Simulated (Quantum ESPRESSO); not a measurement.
# Al2ZnF7Cl: convergence and cost over cutoff and k mesh

Simulated, not a measurement. The program is pw.x of Quantum ESPRESSO 7.5 (plane-wave density functional theory). The cell is made up: 11 atoms on a fluorite lattice with one site empty, with randomly drawn elements, strain and displacements, not relaxed. PseudoDojo standard norm-conserving files (v0.5 for PBE, v0.4.1 for LDA and PBEsol) set the functional; there is no spin polarisation, spin-orbit coupling or dispersion term, and the masses in the input are unused placeholders.

Input of the run in row 4:

```
&control calculation='scf', pseudo_dir='./dojo.nc.sr.pbe.v0_5.standard.upf', outdir='./o', disk_io='low', tprnfor=.true., tstress=.true. /
&system ibrav=0, nat=11, ntyp=4, nbnd=47, ecutwfc=84.00895049, nosym=.true., tot_charge=0,
 occupations='smearing', smearing='fd', degauss=0.0018374661
/
&electrons conv_thr=7.350e-09, electron_maxstep=60, /
ATOMIC_SPECIES
Al 1.0 Al.upf
Cl 1.0 Cl.upf
F 1.0 F.upf
Zn 1.0 Zn.upf
CELL_PARAMETERS angstrom
5.0219 -0.0029 0.0189
-0.0029 4.9301 0.0181
0.0189 0.0181 4.9965
ATOMIC_POSITIONS angstrom
Al 0.036 0.0549 -0.0395
Al -0.0164 2.475 2.562
Zn 2.5785 0.0022 2.5096
F 1.2352 1.2195 1.2357
F 1.1895 1.251 3.6912
F 1.1791 3.6367 1.1739
F 1.2302 3.8837 3.7894
F 3.7201 1.2386 1.2745
Cl 3.7124 1.4373 3.8421
F 3.7672 3.7264 1.2609
F 3.8261 3.7915 3.944
K_POINTS automatic
4 5 5 1 1 1
```

The same cell was run at these settings. Meshes are shifted by half a step, and differences are from the last row, which is itself not exact.

```
cutoff (eV)     k mesh  k points solved  threshold (eV)  free energy less the last row's (eV)  pressure (GPa)  largest stress difference (GPa)  largest force difference (eV/Å)  iterations  wall time (s)  k-point pools                  processor
        800  2 x 2 x 2                4           1e-04                                 2.822          -29.70                            32.43                            0.061           7             13              4  Intel Xeon, 2023 or later
       1143  2 x 2 x 2                4           1e-07                                -0.121            2.31                             0.30                            0.053          11             26              4  Intel Xeon, 2023 or later
        730  4 x 5 x 5               50           1e-07                                 8.294          -70.18                            72.86                            0.099          11             82              4  Intel Xeon, 2023 or later
       1143  4 x 5 x 5               50           1e-07                                 0.003            2.53                             0.01                            0.000          11            156              4  Intel Xeon, 2023 or later
       1437  6 x 7 x 7              147           1e-07                                 0.000            2.54                             0.00                            0.000          11            706              4  Intel Xeon, 2023 or later
```

Each pool is one process. Wall times include start-up and a band step at six k points, which weighs most on the coarsest meshes. The runs were on shared virtual cores whose load varied, so times are rough.